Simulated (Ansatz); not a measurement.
A relaxed cell of Zn₅CdS₆ is given with its symmetry left out. The cell was found from a structure generator's guess, not taken from experiment.

These are results of Ansatz 0.2.0, DFT PBE, scalar-relativistic, plane waves, PAW, not measurements. Cutoff 420 eV, Γ-centred mesh, Gaussian smearing, no spin polarisation.

```
Zn Cd S
1.0
     3.89665    0.00000    0.00000
    -1.94832    3.37460    0.00000
     0.00000    0.00000   19.22851
Zn Cd S
5 1 6
Direct
  0.00000 0.00000 0.00887
  0.66667 0.33333 0.65790
  0.00000 0.00000 0.49559
  0.33333 0.66667 0.33329
  0.66667 0.33333 0.17095
  0.33333 0.66667 0.83047
  0.00000 0.00000 0.88695
  0.33333 0.66667 0.69800
  0.66667 0.33333 0.53545
  0.00000 0.00000 0.37316
  0.33333 0.66667 0.21085
  0.66667 0.33333 0.04851
```

The zero of energy is the elements' standard structures at the same level; no fitted shifts are applied.

(1) Find its symmetry and describe it.

(2) How far does it lie from the elements in energy?

(3) Is it a metal?

Answers

(1) P3m1 (No. 156), with Zn and Cd ordered on zinc blende sites. Conventional cell: a = 3.897 Å, c = 19.229 Å. Zn on its first site has 4 S at 2.34–2.38 Å; Zn on its second site has 4 S at 2.35–2.38 Å; Cd has 4 S at 2.50–2.55 Å; S on its first site has 1 Zn at 2.34 Å and 3 Cd at 2.50 Å; 8 more sites not described.

(2) −0.779 eV/atom. It lies below the elements, which doesn't yet make it stable against other compounds or structures.

(3) No, the gap on the 12×12×2 mesh is 1.53 eV.

The last run used a 12×12×2 mesh (in the run's order of axes) for its 12-atom cell and Gaussian smearing of 0.02 eV. Kohn–Sham gaps at this level usually fall short of measured ones. The reference form of S is held partly by dispersion forces, which this level lacks. Symmetry constrained the relaxation, so the result can be a saddle point.
